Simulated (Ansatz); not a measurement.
Data sheet: Br (DFT)

Br:
```xyz
4
Lattice="3.4921 -2.0737 0.0000 3.4921 2.0737 0.0000 0.0000 0.0000 8.5779" Properties=species:S:1:pos:R:3 pbc="T T T"
Br     3.4921    -0.6262     3.2671
Br     3.4921    -1.4476     7.5560
Br     3.4921     1.4476     1.0219
Br     3.4921     0.6262     5.3108
```

Space group Cmce (No. 64), molecular I2 type; conventional cell a = 6.9841 Å, b = 4.1474 Å, c = 8.5779 Å, α = 90.00°, β = 90.00°, γ = 90.00°.

Method: the program Ansatz at the PBE+D3(BJ) level (PAW). Structure relaxed to zero pressure with the same functional. Other levels are named where they apply.

**Cell and energy**

```yaml
volume_per_atom: 31.06 Å³
density: 4.27 g/cm³
```

**Electronic structure**

```yaml
band_gap: 1.31 eV (indirect)
valence_band_maximum: at Γ
conduction_band_minimum: on the Y–F0 line, 27 % of the way from Y (k = 0.453, -0.458, 0.000) (2 equivalent valleys)
smallest_direct_gap_on_the_standard_path: 1.36 eV
```

Symmetry was held in the PBE+D3(BJ) relaxation. The substance is a gas or liquid at ambient conditions; this is its low-temperature solid. Scalar-relativistic: spin–orbit coupling is off unless named, which matters more the heavier the elements.

Potentials: the later of the program's two PAW sets.
